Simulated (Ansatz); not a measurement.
Cu Kα1 powder pattern (kinematic, no thermal factors).
2θ (°) (relative intensity): 14.39 (69), 32.14 (31), 32.97 (14), 35.37 (13), 39.09 (100), 44.14 (12), 49.41 (28), 55.64 (9), 57.30 (24), 59.41 (12), 60.13 (5), 62.45 (2), 67.23 (4), 67.71 (2), 69.16 (2), 69.83 (5), 71.55 (17), 75.05 (15), 77.79 (6), 78.99 (8), 83.99 (3), 86.41 (1), 87.80 (10)

The pattern is computed from a structure relaxed with DFT PBE, scalar-relativistic, plane waves, PAW (Ansatz). No spin polarisation. Its elements are Cl, W.

Question: Give the structure.

Answer: W2Cl.
Space group P6_3/mmc (No. 194). a = 3.213 Å, b = 3.213 Å, c = 12.301 Å, α = 90.00°, β = 90.00°, γ = 120.00°
| atom | site | symmetry | x | y | z |
| --- | --- | --- | --- | --- | --- |
| W | 4f | 3m. | 0.3333 | 0.6667 | 0.9329 |
| Cl | 2c | -6m2 | 0.6667 | 0.3333 | 0.7500 |

A pattern alone doesn't exclude other cells with like lines; this is the one computed.

Another cell of W2Cl relaxed alike, in P-3m1, lies 26 meV/atom lower, so this cell isn't the stable form at this level.

The structure comes from a generated guess; another structure or a mixture of phases may lie lower.
